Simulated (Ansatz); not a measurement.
How far is PAW off for BiPt?

```
Bi Pt
1.0
     4.28604    0.00000    0.00000
    -2.14302    3.71182    0.00000
     0.00000    0.00000    5.45315
Bi Pt
2 2
Direct
  0.33333 0.66667 0.25000
  0.66667 0.33333 0.75000
  0.00000 0.00000 0.00000
  0.00000 0.00000 0.50000
```

Atom numbers follow the list: Bi1, Bi2, Pt3, Pt4.

Conventional cell: a = 4.286 Å, b = 4.286 Å, c = 5.453 Å, α = 90.00°, β = 90.00°, γ = 120.00°. Bi (atom 1) is surrounded by 6 Pt at 2.83 Å. Pt (atom 3) has 2 Pt at 2.73 Å and 6 Bi at 2.83 Å as nearest neighbours.

The cell is COD entry 9008911, as deposited and not checked against the literature; nothing was relaxed. The listed cell was then made from it by scaling, straining or moving an atom.

Spin–orbit coupling is left out, though it moves levels of the heavy atoms by tenths of an eV or more.

Levels of theory: DFT, LDA, PAW with Ansatz's default frozen-core files, scalar-relativistic (Ansatz 0.2.0); DFT, LDA, all-electron PAW with datasets made for the crystal, scalar-relativistic (Ansatz 0.2.0); DFT, LDA, all-electron LAPW, scalar-relativistic (Ansatz 0.2.0).

For PAW: a Γ-centred 9×9×6 k mesh, Fermi–Dirac smearing of 0.05 eV, cutoff 420 eV, no spin polarisation; the PAW files were made with PBE, and the program remakes their frozen cores for this functional. The crystal-made all-electron datasets (AE datasets) take a cutoff of 280 eV at this cell. LAPW targets a basis error of 0.5 meV/atom. The Ansatz runs share mesh, smearing and spin set-up. Plane-wave (PAW) pressures include the program's estimate of the Pulay term.

Stress and pressure are positive in compression.

The change that made this cell: volume scaled by 0.98.

No spin–orbit coupling: at heavy atoms the gradients can be off by tens of per cent for that reason.

In a metal, gradients converge slowly with the k mesh: the values move by tens of per cent from one mesh to another, at times in sign, so only the comparison on one mesh counts.

```
                                               quantity     PAW  AE datasets  LAPW
                                         pressure (GPa)    2.57         2.59  2.59
                                        stress xx (GPa)    2.89         2.92  2.92
                                        stress zz (GPa)    1.92         1.94  1.93
largest principal field gradient Vzz at Bi1 (10²¹ V/m²)    2.33         2.45     –
largest principal field gradient Vzz at Pt3 (10²¹ V/m²)  -11.46       -11.68     –
```

PAW's pressure differs from the LAPW value by -0.02 GPa.
